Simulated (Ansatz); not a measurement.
A plane-wave DFT run in Ansatz 0.2.0 (scalar-relativistic PAW potentials unless the input names others): input and command.

```yaml
crystal:
  lattice:
    - [-1.88845713, 1.88845713, 1.88845713]
    - [1.88845713, -1.88845713, 1.88845713]
    - [1.88845713, 1.88845713, -1.88845713]
  atoms:
    - { symbol: Tl, position: [0.0, 0.0, 0.0] }
basis:
  ecutwfc: 420
  ecutrho_ratio: 9
kpoints:
  mp_grid: { grid: [8, 8, 8] }
hamiltonian:
  xc: pbesol
scf:
  occupations: { method: gaussian, width: 0.1 }
output:
  forces: true
  eigenvalues: true
  stress: true
```

```bash
ansatz run input.yaml --threads 1 --pin off --max-ram 1331MiB --backend cpu --events-out ev --progress --plain --runs-dir out
```

Abridged log:
```
Basis set: ecut = 420 eV, 531 PW (Γ), exchange–correlation on 72×72×72 points (8 copies of the dense FFT grid, shifted against one another)
Bands: 11, of which v1, the nominal top of the filled ones, is band 7 counted from 1 (6 counted from 0)
Symmetry: 48 space group operations
k-points: 29 of 512
SCF iter   1: F=—  HF=-11295.638860 eV  |F-HF|=—  |Δ(HF+E_count)|=         —  Δρ=2.76e-3  dr2=2.13e-3  ethr=1.77e-3  ⟨swp⟩=5.4  Hψ=2001  notcnv=0
SCF iter   2: F=—  HF=-11295.637588 eV  |F-HF|=—  |Δ(HF+E_count)|=   1.27e-3  Δρ=1.24e-3  dr2=5.40e-4  ethr=1.64e-5  ⟨swp⟩=2.4  Hψ=724  notcnv=0
SCF iter   3: F=—  HF=-11295.637369 eV  |F-HF|=—  |Δ(HF+E_count)|=   2.19e-4  Δρ=2.39e-4  dr2=1.30e-5  ethr=4.15e-6  ⟨swp⟩=2.2  Hψ=478  notcnv=0  defer=1
SCF iter   4: F=—  HF=-11295.637371 eV  |F-HF|=—  |Δ(HF+E_count)|=   1.73e-6  Δρ=8.64e-5  dr2=2.91e-6  ethr=1.00e-7  ⟨swp⟩=2.3  Hψ=492  notcnv=0  defer=1
SCF iter   5: F=-11295.637370 eV  HF=-11295.637370 eV  |F-HF|=1.54e-8  |Δ(HF+E_count)|=   8.05e-7  Δρ=1.58e-5  dr2=4.67e-8  ethr=2.24e-8  ⟨swp⟩=2.7  Hψ=507  notcnv=0  defer=1
SCF iter   6: F=-11295.637370 eV  HF=-11295.637370 eV  |F-HF|=9.51e-10  |Δ(HF+E_count)|=   1.92e-8  Δρ=5.18e-6  dr2=4.40e-9  ethr=3.59e-10  ⟨swp⟩=3.6  Hψ=1158  notcnv=0
SCF 1 converged in 6 iterations: F = -11295.637370 eV  dr2 = 4.40e-9
SCF converged after 6 iterations
Free energy (F): -11295.637370 eV
Harris-Foulkes:  -11295.637370 eV  (|F-HF|=9.51e-10)
Internal energy: -11295.629453 eV  (E = F + TS)
E sigma→0 (E₀):  -11295.633411 eV
Entropy (-TS):   -0.007917 eV (-7.917 meV/atom)
Fermi energy:    11.127226 eV
--- Forces (eV/Å), atoms counted from 1 ---
  atom   1  Tl     0.00000000     0.00000000     0.00000000
--- Stress (GPa, compression-positive) ---
        2.888186       0.000000       0.000000
        0.000000       2.888186       0.000000
        0.000000       0.000000       2.888186
  P = ⅓ Tr σ = 2.8882 GPa (28.882 kbar)
```

Apart from outputs and empty bands, the input differs from a reference run on usual settings in kpoints.mp_grid.grid: [16, 16, 16] → [8, 8, 8]; basis.ecutrho_ratio: not typed → 9. The reference, at the same geometry (not necessarily relaxed), gave pressure 2.53 GPa, largest force 0.000 eV/Å, no gap on the mesh. This run converged in 6 SCF iterations (reference: 6) with an energy at zero smearing 26.91 meV/atom above the reference's, pressure 2.89 GPa, largest force 0.000 eV/Å, no gap on the mesh. Its k mesh is looser than usual, and the result moved.